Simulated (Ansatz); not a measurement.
CdGeAs$_{2}$:
```cif
data_As8Cd4Ge4
_chemical_formula_sum 'Cd4 Ge4 As8'
_space_group_name_H-M_alt 'I-42d'
_space_group_IT_number 122
_space_group_name_Hall 'I -4 2bw'
_cell_length_a 5.87389
_cell_length_b 5.87389
_cell_length_c 11.22563
_cell_angle_alpha 90.000
_cell_angle_beta 90.000
_cell_angle_gamma 90.000
loop_
_atom_site_label
_atom_site_type_symbol
_atom_site_symmetry_multiplicity
_atom_site_Wyckoff_symbol
_atom_site_fract_x
_atom_site_fract_y
_atom_site_fract_z
_atom_site_occupancy
Cd1 Cd 4 b 0.00000 0.00000 0.50000 1
Ge1 Ge 4 a 0.00000 0.00000 0.00000 1
As1 As 8 d 0.25000 0.27397 0.37500 1
```
(The calculation used a cell of 8 atoms; values per cell refer to that cell.)

Relaxed at zero pressure with plane-wave PAW LDA (Ansatz code).

### Question
The volume is raised by 3 % and shape and atoms relax at that volume. What pressure results, and how do the axes share the change?

### Answer
-1.8 GPa; a 0.9 %, b 0.9 %, c 1.1 %; the energy rises by 4 meV/atom.

### Question
Give the new structure.

### Answer

Space group I-42d (No. 122); a = b = 5.9275 Å, c = 11.3544 Å, α = β = γ = 90.00°

```json
[
 {"atom": "Cd", "site": "4b", "symmetry": "-4..", "x": "0.0000", "y": "0.0000", "z": "0.5000"},
 {"atom": "Ge", "site": "4a", "symmetry": "-4..", "x": "0.0000", "y": "0.0000", "z": "0.0000"},
 {"atom": "As", "site": "8d", "symmetry": ".2.", "x": "0.2500", "y": "0.2743", "z": "0.3750"}
]
```

The phase is kept; no other phase was compared at this pressure.

The cell was relaxed with LDA under the symmetry of its start; of distortions, only those at the zone centre were tested.

Potentials: the later of the program's two PAW sets.
